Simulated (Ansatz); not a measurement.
# TiO₂ — Ti-47 nuclear quadrupole resonance

Cell: a computed structure from the Materials Project (it need not be an observed phase), taken as it stands.

Space group P4_2/mnm (No. 136); a = 4.5998, c = 2.9592 Å.

| site | Wyckoff | site symmetry | x | y | z |
| --- | --- | --- | --- | --- | --- |
| Ti | 2b | m.mm | 0.5000 | 0.5000 | 0.0000 |
| O | 4g | m.2m | 0.6957 | 0.6957 | 0.5000 |

One atom of each set is listed.

Level of theory: DFT, r2SCAN, plane waves and PAW, scalar-relativistic, 500 eV cutoff, Γ-centred 7×7×11 k-points, Fermi–Dirac smearing 0.01 eV (Ansatz 0.2.0).

Ti-47: I = 5/2, Q = 302.0 mb (year-2017 value). Static lattice, zero field.

(1) The simulated lines lie at 2.38, 4.56 MHz. What are |C_Q|, η and |V_zz| at Ti?

Answers

(1) For I = 5/2 and η = 0 the lines are 3|C_Q|/20 and twice that; η pulls their ratio below 2. Here |C_Q| = 15.3 MHz, η = 0.18 and |V_zz| = 2.09 × 10²¹ V/m². The calculation gives V_zz negative; the lines don't show the sign. The site has 6 O at 1.95–1.98 Å.
